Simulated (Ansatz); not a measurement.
**Calculated S-33 NMR of the central transition for MoS2**

Cell: a computed structure from the Materials Project (it need not be an observed phase), ions relaxed with PBE at fixed cell.

Space group P6_3/mmc (No. 194); a = 3.1854, c = 13.1784 Å, γ = 120.00°.

| site | Wyckoff | site symmetry | x | y | z |
| --- | --- | --- | --- | --- | --- |
| Mo | 2b | -6m2 | 0.0000 | 0.0000 | 0.2500 |
| S | 4f | 3m. | 0.3333 | 0.6667 | 0.3684 |

One atom of each set is listed.

Level of theory: DFT, PBE, plane waves and PAW, scalar-relativistic, collinear spin, 420 eV cutoff, Γ-centred 11×11×3 k-points, Fermi–Dirac smearing 0.02 eV (Ansatz 0.2.0). Start moments as typed (μB): 2 on each Mo, none on the rest.

S-33 has I = 3/2 and Q = -69.40 mb (Pyykkö 2018); at 11.7 T its Larmor frequency is ν₀ = 38.3 MHz. Only the quadrupole interaction is simulated: positions count from each site's isotropic chemical shift, and shift anisotropy, dipolar and J coupling are left out.

**Question.** Give C_Q, η, the quadrupolar product P_Q = |C_Q|(1 + η²/3)^½, the second-order isotropic shift and the breadth of the pattern (static powder) for each S site.

**Answer.** 

```json
{"site": "S", "first shell": "3 Mo at 2.41 Å", "C_Q (MHz)": "9.39", "η": "0.00", "P_Q (MHz)": "9.39", "δ_QIS (ppm)": "-1503", "breadth (kHz)": "300"}
```

δ_QIS = −(ν_Q²/30ν₀²)[I(I+1) − 3/4](1 + η²/3) × 10⁶ ppm with ν_Q = 3|C_Q|/[2I(2I−1)]; it falls as 1/B₀² in ppm, and the breadth as 1/B₀ in kHz.

An axis of threefold or higher order runs through S, so V_zz lies along it and η is zero.

Without spin–orbit coupling (the program notes it for Mo) the gradients are little affected as a rule: paired runs on crystals with a gap mostly move them by under 2 % at such atoms. The start moments die out, and the run ends without spin.
